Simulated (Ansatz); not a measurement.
Ba2Cd, DFT, PBEsol, all-electron PAW with datasets made for the crystal, scalar-relativistic (Ansatz 0.2.0), run on 1 thread of Arm Neoverse V2 on a shared host.

The cell is COD entry 1542138, as deposited and not checked against the literature; nothing was relaxed. The listed cell was then made from it by scaling, straining or moving an atom.

Command: `ansatz run input.yaml --threads 1 --pin off --max-ram 4096MiB --backend cpu --events-out ev --progress --plain --runs-dir out`

```yaml
crystal:
  lattice:
    - [-2.1641084866, 2.1641084866, 7.700011469]
    - [2.1641084866, -2.1641084866, 7.700011469]
    - [2.1641084866, 2.1641084866, -7.700011469]
  atoms:
    - { symbol: Ba, position: [0.37, 0.37, 0.0] }
    - { symbol: Ba, position: [0.63, 0.63, 0.0] }
    - { symbol: Cd, position: [0.0, 0.0, 0.0] }
kpoints:
  mp_grid: { grid: [14, 14, 14] }
scf:
  occupations: { method: fermi_dirac, width: 0.05 }
hamiltonian:
  xc: pbesol
  pseudopotentials: { kind: all_electron, datasets: crystal }
output:
  forces: true
  stress: true
  eigenvalues: true
  efg: { contact_densities: true }
```

(1) How large is the problem that the program sets up?

(2) About how long does it take, and how much memory does it use?

(3) And the same cell and mesh by PAW (frozen-core files), asked for forces, stress, eigenvalues, efg, on the same hardware?

Results:

(1) 244 irreducible k-points, 1231 plane waves at Γ, 22 bands.

(2) 84 s of wall time for 10 SCF iterations, with a peak of 1.7 GiB. Times on shared machines scatter by tens of per cent.

(3) 41 s, peak memory 0.82 GiB.
